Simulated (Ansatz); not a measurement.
Relaxed-ion elastic tensor of BeS in space group P6_422 (No. 181; Be on 3c, S on 3d) in GPa (Voigt order), r²SCAN+D4 (plane waves, PAW; program Ansatz); density 2.56 g/cm³, 13.31 Å³ per atom.

```
 207  56.2  50.2   0.0   0.0   0.0
56.2   207  50.2   0.0   0.0   0.0
50.2  50.2   228   0.0   0.0   0.0
 0.0   0.0   0.0  70.5   0.0   0.0
 0.0   0.0   0.0   0.0  70.5   0.0
 0.0   0.0   0.0   0.0   0.0  75.5
```

Q: Is the crystal mechanically stable?

A: Yes: the smallest eigenvalue of C is 70.5 GPa.

Q: Work out the Voigt, Reuss and Hill averages.

A: K_V = 106, K_R = 106, K_H = 106; G_V = 75.7, G_R = 75.3, G_H = 75.5 GPa.

Q: Give Young's modulus, Poisson's ratio, Pugh's ratio and the universal anisotropy index.

A: E = 9KG/(3K + G) = 183 GPa; ν = 0.21; K/G = 1.41 (brittle by the Pugh limit of 1.75); A_U = 5G_V/G_R + K_V/K_R − 6 = 0.03.

Q: Estimate the sound speeds and the Debye temperature.

A: v_l = √((K + 4G/3)/ρ) = 8980 m/s, v_t = √(G/ρ) = 5430 m/s, mean 6000 m/s; Θ = (h/k)(3n/4πV)^(1/3) v_m = 754 K.

Q: Solve the Christoffel equation for the three sound speeds along x, y, z.

A: Eigenvalues of C_ijkl n_j n_l equal ρv² (piezoelectric stiffening left out). In km/s, slowest first: x 5.25, 5.43, 8.99; y 5.25, 5.43, 8.99; z 5.25, 5.25, 9.43.

Q: How much does each axis shrink under pressure?

A: Linear compressibilities β_i = Σ_j S_ij (j = 1 to 3): x 3.2, y 3.2, z 3.0 per TPa.

The start of the workflow was typed in or built on a structure type; neither database checked (COD, Materials Project) lists it. COD files the formula under space group No. 216, so this cell is another polymorph or a model. Whether it is the stable phase at ambient conditions was not checked. The cell was relaxed with r²SCAN+D4 under the symmetry of its start; whether a distortion lowers the energy is not shown.

Potentials: the earlier of the program's two PAW sets.
